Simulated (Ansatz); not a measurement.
The start is a relaxed TiB2 cell, doubled along one cell vector, shaken by Gaussian noise of σ = 0.08 Å a coordinate. A full variable-cell relaxation at zero pressure is run with PBEsol (plane waves to 420 eV, PAW, scalar-relativistic; Ansatz, a quantum-chemistry and plane-wave program). The first steps use a coarse 8×8×4 k-mesh.

Starting cell:
```
CELL_PARAMETERS angstrom
      2.92742     0.00000     0.00000
      0.00000     2.92742     0.00000
      0.00000     0.00000     6.91390
ATOMIC_POSITIONS crystal
  B  0.98680 0.51759 0.01239
  B  0.02175 0.50029 0.51545
  B  0.53261 0.00372 0.00353
  B  0.51219 0.99028 0.53171
  Ti 0.93801 0.02196 0.23034
  Ti 0.01487 0.02162 0.74130
```

How large is the pressure on the unrelaxed cell, and of which sign?

+9 GPa (positive: the cell is compressed).

Which atoms feel the largest initial force, and how large is it?

About 5.6 eV/Å, on Ti5 (atoms numbered as listed).

How much energy is released per atom?

1.45 eV/atom.

How does the volume change?

-15.2 %, from 9.88 to 8.37 Å³/atom.

How do the shortest distances between atoms change?

The closest pairs of elements (up to four, under 3.6 Å), start → end: B–B 1.95 → 1.74 Å; B–Ti 1.97 → 2.36 Å; Ti–Ti 2.93 → 3.02 Å.

Is the relaxed structure metallic? Give its gap.

No gap (metallic).

What does it relax into? Give the structure.


Space group P6/mmm (No. 191); a = b = 3.0171 Å, c = 3.1856 Å, α = β = 90.00°, γ = 120.00°

| atom | site | symmetry | x | y | z |
|---|---|---|---|---|---|
| B | 2d | -6m2 | 0.3333 | 0.6667 | 0.5000 |
| Ti | 1a | 6/mmm | 0.0000 | 0.0000 | 0.0000 |

Final values are on a 18×18×15 k-mesh of the relaxed cell. No spin polarisation in the result.

Of the parent cell (P4/mmm (No. 123)): it is a generated cell of TiB2: the first start was made by placing the elements on the sites of a structure type, and the end was not matched to a known phase here, so it may be hypothetical. Known forms of TiB2 include space group No. 191.

The first start was generated by placing the elements on the sites of a structure type. A measured structure of TiB2 has the same space group, P6/mmm (No. 191); the sites were not compared with it.
